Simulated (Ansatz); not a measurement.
Compressing SiO$_{2}$: a fit and a missing row

SiO$_{2}$, P2_13, a = 7.098 Å. This isn't the usual stable structure of the compound. Ansatz: r2SCAN, PAW, 500 eV, Γ-centred 4×4×4 mesh on 24 atoms, Gaussian smearing 0.02 eV; no spin polarisation. Shape and atoms are relaxed at each volume; pressure is positive in compression.

| V (Å³/atom) | P (GPa) |
| --- | --- |
| 13.112 | ? |
| 13.559 | 1.80 |
| 14.006 | 1.07 |
| 14.453 | 0.48 |
| 14.900 | 0.00 |
| 15.347 | -0.54 |
| 15.794 | -1.00 |
| 16.390 | -1.49 |

Question: Take V0 = 14.900 Å³/atom, fit the third-order Birch–Murnaghan form to the other rows, and predict the missing pressure.

Answer: With the Eulerian strain f = ½[(V0/V)^(2/3) − 1] and y = P/[3f(1 + 2f)^(5/2)], the form is the line y = B0 + 1.5 B0 (B0′ − 4) f. Rows (f, y): 0.03245, 15.80; 0.02106, 15.28; 0.01026, 14.82; -0.00976, 19.37; -0.01905, 19.28; -0.03078, 18.91. Means f = 0.0006967, y = 17.243; Σ(Δf)² = 0.003004, ΣΔfΔy = -0.2239; the slope is their ratio. y = 17.30 − 74.52 f GPa, so B0 = 17.3 GPa and B0′ = 4 + 2 × (-74.52)/(3 × 17.30) = 1.13. At V = 13.112, f = 0.04448, y = 13.985 and P = 2.31 GPa. The run gave 2.76 GPa, so the fit is 0.45 GPa too low, 11 % of the span of the series, against an rms of 0.06 GPa on the fitted rows. The row lies outside the fitted range. A fourth-order term fitted to the same rows gives P = 2.39 GPa at this row's volume (the line 2.31, the run 2.76), no gain. A B0′ outside 2 to 8 is unusual except in layered or molecular crystals, and here it hangs on few rows.

Cost: 8 runs of about 46 core-minutes in all, on Intel Xeon Platinum 8259CL (Skylake/Cascade Lake) (shared hosts).